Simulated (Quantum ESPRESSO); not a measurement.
**Solid-state NMR card for AlP**

```xyz
2
Lattice="0.0000 2.7255 2.7255 2.7255 0.0000 2.7255 2.7255 2.7255 0.0000" Properties=species:S:1:pos:R:3 pbc="T T T"
Al     0.0000     0.0000     0.0000
P      1.3627     1.3627     1.3627
```
The cell was made here from an entry of the Crystallography Open Database (unchecked): atoms relaxed with PBE in the measured cell (PBE without dispersion, pw.x of a modified build of Quantum ESPRESSO, symmetry kept).  Stability against distortions was not tested.

Computed: shieldings by PBE GIPAW on JTH datasets (Quantum ESPRESSO), 20 Ha, k-mesh 8×8×8 shifted, f-sum rule met within 0.005 %.

| site | site symmetry | σ_iso (ppm) |
|---|---|---|
| Al (atom 1) | -43m | 415 |
| P (atom 2) | -43m | 478 |

Shieldings are absolute and leave out the bulk-susceptibility term; a larger σ means a smaller chemical shift. By our sweeps, such settings leave a few ppm in absolute σ. The datasets of Al, P hold no d projectors, which limits absolute σ on these atoms.
